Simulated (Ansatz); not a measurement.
This guess for TiGeSe₄ is about to be relaxed.

```
Ti Ge Se
1.0
     3.56109    0.00000    0.00000
    -1.78055    3.08400    0.00000
     0.00000    0.00000   13.47002
Ti Ge Se
1 1 4
Direct
  0.00000 0.00000 0.00000
  0.00000 0.00000 0.50000
  0.66667 0.33333 0.87191
  0.66667 0.33333 0.37710
  0.33333 0.66667 0.62290
  0.33333 0.66667 0.12809
```

All numbers below come from DFT PBE, scalar-relativistic, plane waves, PAW (Ansatz). Cutoff 420 eV, Gaussian smearing, Γ-centred meshes. Cell and atoms relax first on a coarse mesh and then on a finer one. In between, the cell is made exact in the group found at 0.06 Å. In metals the finer mesh still leaves noise of several meV/atom or more. The steps can't lower the symmetry of their start. Collinear spin, starting moments Ti 1.0 μB; they died out on the coarse mesh, so the last step has no spin.

A guess keeps its type if space group and coordination stay and the shape of the cell changes little (axis ratios within about 15 %, angles within 6°); the volume may change.

Problem. Will the relaxed cell still be of the starting type?

Solution. It keeps its type. The symmetry stays P-3m1 (No. 164). The volume per atom grows by 2.3 %, from 24.7 to 25.2 Å³. The shortest distance goes from 2.64 Å (Ge–Se) to 2.57 Å (Ge–Se and Ti–Se). The ratio c/a of the conventional cell changes by a factor of 1.00. Counting neighbours within 15 % of an atom's shortest distance, the start has Ge 6, Se 3, Ti 6 and the end Ge 6, Se 3, Ti 6.

The last run used a 12×12×4 mesh (in the run's order of axes) for its 6-atom cell and Gaussian smearing of 0.10 eV. No dispersion correction is applied, so the spacing and binding between layers, chains or molecules are poorly described. Symmetry constrained the relaxation, so the result can be a saddle point.
